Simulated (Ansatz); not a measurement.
Starting cell, MgO (rock salt):

```
MgO
1.0
    0.00000     4.25375     4.25375
    2.12687     2.12687     4.25375
    2.12687     2.12687     0.00000
O Mg
2 2
Cartesian
  0.00000   0.00000   0.00000
  2.12687   4.25375   6.38062
  2.12687   6.38062   6.38062
  2.12687   4.25375   4.25375
```

The atoms are displaced by Q × the pattern below (from a DFPT mode at X = (0.5, 0.5, 0.0), largest move 1; Q in Å), at fixed cell. (q is in reciprocal vectors of the primitive cell; the cell shown is doubled to hold the pattern.)

| atom | x | y | z |
|---|---|---|---|
| O1 | 0.000 | 0.000 | -1.000 |
| O2 | 0.000 | 0.000 | 1.000 |
| Mg3 | 0.000 | 0.000 | -0.091 |
| Mg4 | 0.000 | 0.000 | 0.091 |

The numbers are results of PBE (plane waves to 420 eV, PAW, scalar-relativistic; Ansatz, a first-principles code), not measurements. k mesh 13×13×13 (Γ-centred), Fermi-Dirac smearing 0.05 eV. E stands for the smeared free energy. MgO was relaxed with its symmetry unable to fall. ΔE is measured from the undisplaced structure.

```csv
Q (Å),ΔE (meV/cell)
-0.180,546
-0.150,377
-0.120,240
-0.090,134
-0.060,withheld
-0.030,15
0.000,0
0.030,15
0.060,withheld
0.090,134
0.120,240
0.150,377
0.180,546
```

Fit an even polynomial form (powers 2, 4) to the given rows and predict ΔE at Q = 0.060.

Least squares on the 11 given rows: ΔE = (16500)·Q² + (10870)·Q⁴, in meV/cell with Q in Å; root-mean-square residual 0.2 meV/cell. At 0.060 the fit gives 60 meV/cell; the calculation gives 59 meV/cell, so the interpolation is off by 1 (+1.7 %). The quadratic term alone would give 59 meV/cell.

(For displaced atoms, the force is minus the slope of the energy, and its curvature is a force constant, which sets phonon frequencies.)
